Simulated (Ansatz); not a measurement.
Consider a crystal of MgSi₃N₂ in space group Fmmm (No. 69), with Mg on 4a; Si on 8i and 4b; N on 8d.

Method: Ansatz 0.2.0, DFT PBE, scalar-relativistic, plane waves, PAW. Cutoff 420 eV, Γ-centred mesh, Gaussian smearing, no spin polarisation.

The zero of energy is the elements' standard structures at the same level (N₂ as a molecule); no fitted shifts are applied.

Problem. Predict the relaxed structure.

Solution.

Space group Fmmm (No. 69). a = 5.701 Å, b = 6.238 Å, c = 12.129 Å, α = 90.00°, β = 90.00°, γ = 90.00°
```tsv
atom	site	symmetry	x	y	z
Mg	4a	mmm	0.0000	0.0000	0.0000
Si	8i	mm2	0.0000	0.0000	0.3145
Si	4b	mmm	0.5000	0.0000	0.0000
N	8d	.2/m.	0.7500	0.0000	0.2500
```

Around Mg lie 2 Si at 2.85 Å and 2 Si at 3.12 Å; around Si on a site of symmetry mm2 lie 2 N at 1.63 Å and 1 Si at 2.25 Å; Si on a site of symmetry mmm has 2 Si at 2.25 Å, 2 Mg at 2.85 Å and 2 Mg at 3.12 Å; N has 2 Si at 1.63 Å. Another local minimum with the same sites may exist.

Problem. And its energy and gap?

Solution. The formation energy is +0.18 eV/atom and the gap on the 10×10×10 mesh of the 6-atom cell is 0 eV (a metal). It can't be a ground state, since the elements alone are lower.

The last run used Gaussian smearing of 0.10 eV. A structure relaxed within its symmetry needn't be a true minimum.
